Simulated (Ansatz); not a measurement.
The start is a randomly generated symmetric cell of PbSe (space group No. 69). A full variable-cell relaxation at zero pressure is run with PBE (plane waves to 420 eV, PAW, scalar-relativistic; Ansatz, a quantum-chemistry and plane-wave program). First-step values are on the input's coarse k-mesh.

Ansatz input (later rounds restart from its end on a renewed k-mesh):
Ansatz 0.2 input:
```yaml
crystal:
  lattice:
    - [0, 3.1279526, 5.5588848]
    - [2.3784896, 0, 5.5588848]
    - [2.3784896, 3.1279526, 0]
  atoms:
    - { symbol: Pb, position: [0.5, 0.5, 0.5] }
    - { symbol: Se, position: [0, 0, 0] }
basis: { ecutwfc: 420, ecutrho_ratio: 4, xc_grid: 2, fft_grid_basis: typed }
kpoints: { mp_grid: { grid: [7, 7, 7] } }
hamiltonian:
  xc: pbe
  dispersion: none
  pseudopotentials: { azcp: { folder: ./paw }, kind: paw }
scf: { occupations: { method: fermi_dirac, width: 0.05 } }
relax: { f_tol: 0.01, max_steps: 100, cell: { stress_tol: 0.02 } }
output: { forces: true, stress: true }
```

### Question
What pressure does the first self-consistent step give?

### Answer
+15.3 GPa (positive: the cell is compressed).

### Question
How much energy is released per atom?

### Answer
1.44 eV/atom.

### Question
How does the volume change?

### Answer
-27.3 %, from 41.36 to 30.05 Å³/atom.

### Question
How do the shortest distances between atoms change?

### Answer
The closest pairs of elements (up to four, under 3.6 Å), start → end: Pb–Se 2.38 → 3.11 Å.

### Question
Is the relaxed structure metallic? Give its gap.

### Answer
0.44 eV, direct at L (no spin-orbit coupling).

### Question
What does it relax into? Give the structure.

### Answer

Space group Fm-3m (No. 225); a = 6.218 Å, b = 6.218 Å, c = 6.218 Å, α = 90.00°, β = 90.00°, γ = 90.00°

```
atom  site  symmetry       x       y       z
----  ----  --------  ------  ------  ------
Pb      4b      m-3m  0.5000  0.5000  0.5000
Se      4a      m-3m  0.0000  0.0000  0.0000
```
(The calculation used a cell of 2 atoms; values per cell refer to that cell.)

Final values are on a 9×9×9 k-mesh of the relaxed cell. No spin polarisation in the result. Without spin-orbit coupling the bands of the heavy element are not split, so the gap can be far off.

The run could not lose the symmetry of its start.

All atoms sit on sites fixed by symmetry, so only the cell could relax.
